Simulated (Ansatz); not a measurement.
Na:
```yaml
crystal:
  lattice:
    - [3.69941, 0.00000, 0.00000]
    - [-1.84971, 3.20379, 0.00000]
    - [0.00000, 0.00000, 6.13534]
  atoms:
    - { symbol: Na, position: [0.33333, 0.66667, 0.25000] }
    - { symbol: Na, position: [0.66667, 0.33333, 0.75000] }
```

Relaxed with PBEsol. Special points in fractions of this cell's reciprocal vectors: Γ (0.000, 0.000, 0.000); M (0.500, 0.000, 0.000); K (0.333, 0.333, 0.000); A (0.000, 0.000, 0.500); L (0.500, 0.000, 0.500); H (0.333, 0.333, 0.500).

Question: List the band energies nearest the Fermi level at these points for PBEsol in the plane-wave PAW code Ansatz.

Answer: In eV from the Fermi level; about four levels below and three above (degenerate sets whole), none deeper than 8.9 eV; … stands for higher levels left out; points with the same levels are listed once.

```csv
k,below,above
Γ,-3.31,0.48 0.90 10.21 10.21
M,–,0.27 0.42 3.85
K,–,1.34 1.58 1.58
A,-2.29 -2.29,5.42 5.42 …
L,–,1.08 1.08 1.59 1.59
H,–,2.12 2.12 2.27 2.27
```

Space group P6_3/mmc (hcp (Mg type)). The first step of the workflow began from a Materials Project structure, measured or hypothetical; the Crystallography Open Database files this formula in space group No. 194, but the cells were not matched. It is not the phase usual at ambient conditions (space group No. 229). The PBEsol relaxation kept the symmetry of its start; of distortions, only those at the zone centre were tested.

Potentials: the later of the program's two PAW sets.
